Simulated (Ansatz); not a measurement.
A geometry of AlNi away from equilibrium: step 3 of the relaxation of a generated trial cell of AlNi in the AFLOW prototype AB_oP8_57_d_d (as in TlF). These are PBE (plane waves to 420 eV, PAW, scalar-relativistic; Ansatz, a first-principles code) values and carry that method's errors. Γ-centred k-mesh 7×7×8 on the run's cell (coarser than for final values), Fermi–Dirac smearing 0.05 eV.

```
CELL_PARAMETERS angstrom
      5.03278     0.00000     0.00000
      0.00000     4.55458     0.00000
      0.00000     0.00000     4.31963
ATOMIC_POSITIONS crystal
  Al 0.32464 0.54439 0.25000
  Al 0.32464 0.95561 0.75000
  Al 0.67536 0.04439 0.25000
  Al 0.67536 0.45561 0.75000
  Ni 0.85887 0.56799 0.25000
  Ni 0.85887 0.93201 0.75000
  Ni 0.14113 0.06799 0.25000
  Ni 0.14113 0.43201 0.75000
```
Spin-polarised start, with parallel moments on Ni.

Q: What forces act on the atoms (eV/Å)?

A: 
```csv
atom,Fx,Fy,Fz
Al1,1.01,0.59,0.00
Al2,1.01,-0.59,0.00
Al3,-1.01,0.59,0.00
Al4,-1.01,-0.59,0.00
Ni5,-0.32,-0.19,0.00
Ni6,-0.32,0.19,0.00
Ni7,0.32,-0.19,0.00
Ni8,0.32,0.19,0.00
```

Q: What is the pressure?

A: +5.1 GPa, compression positive.

Q: How much energy per atom can still be gained by relaxing?

A: 0.03 eV/atom; the path ends in Pbcm (No. 57).

No spin polarisation in the result: the starting moments vanished. A magnetic state may lie lower.

The run could not lose the symmetry of its start, so the end can be a saddle point.

The end of the path is a generated cell of AlNi: the first start was made by placing the elements on the sites of a structure type, and the end was not matched to a known phase here, so it may be hypothetical. Known forms of AlNi include space group No. 221.
